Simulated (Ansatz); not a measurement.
CdSe (zinc blende, space group No. 216), plane-wave PAW r²SCAN (Ansatz code). The conduction-band minimum lies at Γ, with 1 equivalent valley. Second derivatives d²E/dk² of the lowest band at one valley (eV·Å²), along Cartesian directions:

```
direction  d²E/dk²
---------  -------
[100]        81.60
[010]        81.60
[001]        81.60
[110]        81.53
[101]        81.53
[011]        81.53
```

Find the principal effective masses, the density-of-states mass and the conductivity mass.

Off-diagonal terms follow from H_xy = H[110] − (H_xx + H_yy)/2, and m*/mₑ = 7.620 eV·Å² over each eigenvalue: 0.093, 0.093, 0.094. One valley's DOS mass (m₁m₂m₃)^(1/3) = 0.093, conductivity mass 3/(Σ 1/mᵢ) = 0.093 mₑ.

What effective density of states Nc follows at 300 K for parabolic valleys?

Nc = 2.509e19 × 1 × (0.093)^(3/2) ≈ 7.1e17 cm⁻³.

Space group F-43m (zinc blende). Symmetry was held in the r²SCAN relaxation. Spin–orbit coupling is left out wherever it is not named.

Potentials: the later of the program's two PAW sets.

Edges and masses are those of Kohn–Sham bands, whose gap is no quasiparticle gap.
